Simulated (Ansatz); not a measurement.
The start is a generated trial cell of CeO2 in the pyrite structure type. The structure is fully relaxed (lattice and positions, P = 0) with r2SCAN (plane waves to 500 eV, PAW, scalar-relativistic; Ansatz, a program for electronic structure). The first steps use a coarse 4×4×4 k-mesh.

Starting cell:
```
CeO2
1.0
    5.69069     0.00000     0.00000
    0.00000     5.69069     0.00000
    0.00000     0.00000     5.69069
Ce O
4 8
Direct
  0.00000   0.00000   0.00000
  0.50000   0.50000   0.00000
  0.00000   0.50000   0.50000
  0.50000   0.00000   0.50000
  0.38510   0.38510   0.38510
  0.88510   0.11490   0.61490
  0.61490   0.88510   0.11490
  0.11490   0.61490   0.88510
  0.61490   0.61490   0.61490
  0.11490   0.88510   0.38510
  0.38510   0.11490   0.88510
  0.88510   0.38510   0.11490
```
Spin-polarised start, with parallel moments on Ce.

```yaml
initial_pressure: "-12.3 GPa (negative: the cell is under tension)"
largest_initial_force: 2.66 eV/Å, on O5, O6, O7, O8, O9, O10, O11, O12 (atoms numbered as listed)
outcome: The space group goes from Pa-3 (No. 205) to Fm-3m (No. 225); the end is fluorite type, with 3 atoms in the primitive cell
energy_released: 0.57 eV/atom
volume_change: -12.8 %, from 15.36 to 13.40 Å³/atom
band_gap_at_the_end: 2.21 eV, indirect (valence top at k = (0, 0.2222, -0.2222), conduction bottom at L) (no spin-orbit coupling)
moments_at_the_end: zero (the starting moments vanished)
optimiser_moves: 10
```

Final values are on a 9×9×9 k-mesh of the relaxed cell. No spin polarisation in the result: the starting moments vanished. The d or f electrons are treated with no Hubbard U. The 4f state was not searched, so a lower electronic state may exist.

The run could not lose the symmetry of its start; a randomly shaken copy of 6 atoms returns to this structure.
